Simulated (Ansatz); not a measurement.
CoRhN₂:
```yaml
crystal:
  lattice:
    - [1.35666, 0.78327, 6.03517]
    - [-1.35666, 0.78327, 6.03517]
    - [0.00000, -1.56654, 6.03517]
  atoms:
    - { symbol: Co, position: [0.50000, 0.50000, 0.50000] }
    - { symbol: Rh, position: [0.00000, 0.00000, 0.00000] }
    - { symbol: N, position: [0.89342, 0.89342, 0.89342] }
    - { symbol: N, position: [0.10658, 0.10658, 0.10658] }
```
The run is spin-polarised; directions of the spins, atom by atom: ↑ 0 0 0.

Relaxed with r²SCAN.

Question: Give the Bader charges and basin volumes of the independent atoms, r²SCAN in the plane-wave PAW code Ansatz.

Answer: 

```json
[
 {"atom": "Co1", "Bader charge (e)": "+1.26", "Bader volume (Å³)": "6.8"},
 {"atom": "Rh2", "Bader charge (e)": "+0.55", "Bader volume (Å³)": "13.9"},
 {"atom": "N3", "Bader charge (e)": "-0.90", "Bader volume (Å³)": "8.9"}
]
```

Space group R-3m. The start of the workflow was typed in or built on a structure type; neither database checked (COD, Materials Project) lists it. Its standing as an ambient phase is unchecked. The r²SCAN relaxation kept the symmetry of its start; its stability against distortions is not shown here. The final state is ferromagnetic, the only order run, not a proven ground state. Its formation energy is positive at this level, so the cell may be metastable or incomplete. Other orbital occupations within this spin state were not tried. No Hubbard U is applied.

Potentials: the earlier of the program's two PAW sets. The files were generated under PBE; for other functionals the program regenerates the frozen cores, and for LDA and PBEsol the local potential too.
